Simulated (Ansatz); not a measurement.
## MgAlH5 — Al-27 nuclear quadrupole resonance

Cell: a Materials Project structure (computed, not necessarily an observed phase), taken as it stands.

Space group C222_1 (No. 20); a = 4.5077, b = 13.0120, c = 4.2732 Å.

```csv
site,Wyckoff,site symmetry,x,y,z
Mg,4b,.2.,0.5000,0.8207,0.2500
Al,4b,.2.,0.5000,0.4091,0.7500
H5,8c,1,0.3091,0.0921,0.0296
H9,8c,1,0.6555,0.6947,0.4705
H13,4a,2..,0.1644,0.0000,0.5000
```

One atom of each set is listed; the run and its k-mesh use a cell of 14 atoms with edges of 6.89, 6.89, 4.27 Å.

Computed with Ansatz: DFT, PBE, plane waves and PAW, scalar-relativistic, 420 eV cutoff, Γ-centred 7×7×7 k-points, Fermi–Dirac smearing 0.02 eV.

Al-27: I = 5/2, Q = 146.6 mb (year-2017 value). Static lattice, zero field.

(1) At which frequencies do the Al-27 NQR lines lie?

Answers

(1) For I = 5/2 and η = 0 the lines are 3|C_Q|/20 and twice that; η pulls their ratio below 2.

| site | atoms | V_zz (10²¹ V/m²) | C_Q (MHz) | η | line frequencies (MHz) |
| --- | --- | --- | --- | --- | --- |
| Al | 2 | -2.51 | -8.90 | 0.06 | 1.34, 2.67 |
